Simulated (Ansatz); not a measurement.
TiTe2 (CdI2 type)

```xyz
3
Lattice="3.7840 0.0000 0.0000 -1.8920 3.2770 0.0000 0.0000 0.0000 6.6016" Properties=species:S:1:pos:R:3 pbc="T T T"
Ti     0.0000     0.0000     0.0000
Te     0.0000     2.1847     1.6956
Te     1.8920     1.0923     4.9060
```

The slice is a (-1 1 0 2) plane (indices of the conventional cell) through the point (0.333, 0.667, 0.257) (fractional), spanned by u = [110] and v = [1 -1 1] in vectors of this cell: u (3.78 Å) and v (9.30 Å, at 90° to u). It covers one period; positions are fractions (u, v).

Calculation: r2SCAN+rVV10 (plane waves to 500 eV, PAW, scalar-relativistic; Ansatz, a program for electronic structure). k mesh 14×14×7. Inside the PAW spheres the values are not all-electron values, and peaks at nuclei hang on which shells count as valence. Spin-orbit coupling is left out, though Te is heavy. TiTe2 is run without spin polarisation. TiTe2 was relaxed with its symmetry unable to fall.

Problem. Predict the map of the electrostatic potential energy of an electron, from the cell's mean on the slice.

Solution. 
| v \ u | 0.00 | 0.10 | 0.20 | 0.30 | 0.40 | 0.50 | 0.60 | 0.70 | 0.80 | 0.90 |
|---|---|---|---|---|---|---|---|---|---|---|
| 0.92 | x | x | <-2.0 | 1.3 | 4.4 | 5.0 | 4.4 | 1.3 | <-2.0 | x |
| 0.83 | -1.8 | -0.7 | 1.7 | 3.8 | 4.9 | 5.3 | 4.9 | 3.8 | 1.7 | -0.7 |
| 0.75 | x | x | x | -0.8 | 3.2 | 4.2 | 3.2 | -0.8 | x | x |
| 0.67 | x | x | x | -1.2 | 2.5 | 3.4 | 2.5 | -1.2 | x | x |
| 0.58 | <-2.0 | -0.9 | 1.6 | 3.6 | 4.5 | 4.7 | 4.5 | 3.6 | 1.6 | -0.9 |
| 0.50 | <-2.0 | <-2.0 | 0.6 | 3.8 | 5.2 | 5.6 | 5.2 | 3.8 | 0.6 | <-2.0 |
| 0.42 | x | x | <-2.0 | 0.8 | 4.5 | 5.4 | 4.5 | 0.8 | <-2.0 | x |
| 0.33 | <-2.0 | <-2.0 | -0.5 | 3.6 | 5.4 | 5.8 | 5.4 | 3.6 | -0.5 | <-2.0 |
| 0.25 | 4.7 | 5.0 | 5.5 | 5.9 | 6.2 | 6.2 | 6.2 | 5.9 | 5.5 | 5.0 |
| 0.17 | 3.8 | 4.2 | 5.0 | 5.7 | 6.1 | 6.2 | 6.1 | 5.7 | 5.0 | 4.2 |
| 0.08 | x | x | <-2.0 | 1.6 | 4.8 | 5.6 | 4.8 | 1.6 | <-2.0 | x |
| 0.00 | x | x | x | <-2.0 | 3.1 | 4.7 | 3.1 | <-2.0 | x | x |

Values: electrostatic potential energy of an electron, from the cell's mean, in eV. Points within 1 Å of a nucleus are blanked (x), as the pseudised field means little there. Values under -2 eV are set to -2. The zero, the cell's mean, hangs on the PAW cores.
